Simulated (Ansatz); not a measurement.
LiY3: changing the Hubbard U on Y d

The structure is tetragonal, space group I4/mmm (No. 139). The conventional cell has a = 4.734 Å, b = 4.734 Å, c = 10.653 Å, α = 90.00°, β = 90.00°, γ = 90.00°. Y (site symmetry 4/mmm) has 4 Li at 3.35 Å and 8 Y at 3.56 Å as nearest neighbours. Y (site symmetry -4m2) has 8 Y at 3.35 to 3.56 Å and 4 Li at 3.56 Å as nearest neighbours. Li (site symmetry 4/mmm) is surrounded by 12 Y at 3.35 to 3.56 Å.

The cell comes from a database or a generator and needn't be the stable form of this composition.

Kept alike: task single point; functional PBE; k mesh 6 × 6 × 6; occupations fermi-dirac, width 0.05 eV; no spin polarisation. Program: Ansatz, Ansatz PAW, cutoff 420 eV. The mesh is that of the run's cell of 4 atoms. No spin-orbit coupling.

```csv
"Hubbard U on Y d, U (eV)",pressure (GPa)
0,0.03
2,2.66
3,4.17
4,5.83
5,7.48
6,9.18
8,12.93
```

Pressure is positive in compression, with a Pulay correction for the finite cutoff. U acts here on a shell without spin polarisation. For a metal such a mesh leaves the last digits unconverged. How U acts hangs on the program's projectors. U is the effective U - J on orthogonalised atomic projectors. Double counting: fully localised limit (the default).

Q: What does the Hubbard U on Y d change here?

A: The pressure rises from 0.03 to 12.93 GPa between 0 and 8 eV. U localises the shell and weakens its bonds, so the cell pushes outwards.
